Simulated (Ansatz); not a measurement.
Data:

BP:
Space group Pnma (No. 62); a = 6.2339 Å, b = 3.2174 Å, c = 5.3632 Å, α = 90.00°, β = 90.00°, γ = 90.00°

```
atom  site  symmetry       x       y       z
----  ----  --------  ------  ------  ------
B       4c       .m.  0.1626  0.2500  0.3997
P       4c       .m.  0.3385  0.2500  0.1076
```

This is the r²SCAN+D4-relaxed structure.

### Question
All from DFT-r²SCAN+D4 in the program Ansatz with PAW potentials, unless another level is named. Predict the HSE06 gap on the r²SCAN+D4 cell.

### Answer
1.42 eV.

### Question
Give the formation energy from the elements (no fitted shifts).

### Answer
-0.19 eV/atom.

### Question
Next, the valence-band maximum?

### Answer
at Γ.

The start of the workflow was typed in or built on a structure type; neither database checked (COD, Materials Project) lists it. It is not the phase usual at ambient conditions (space group No. 216). The r²SCAN+D4 relaxation kept the symmetry of its start; whether a distortion lowers the energy is not shown. The volume moved by 25 % from the start of the relaxation. The references are the lowest solids computed at this level, not always the standard phases.

Potentials: the earlier of the program's two PAW sets.
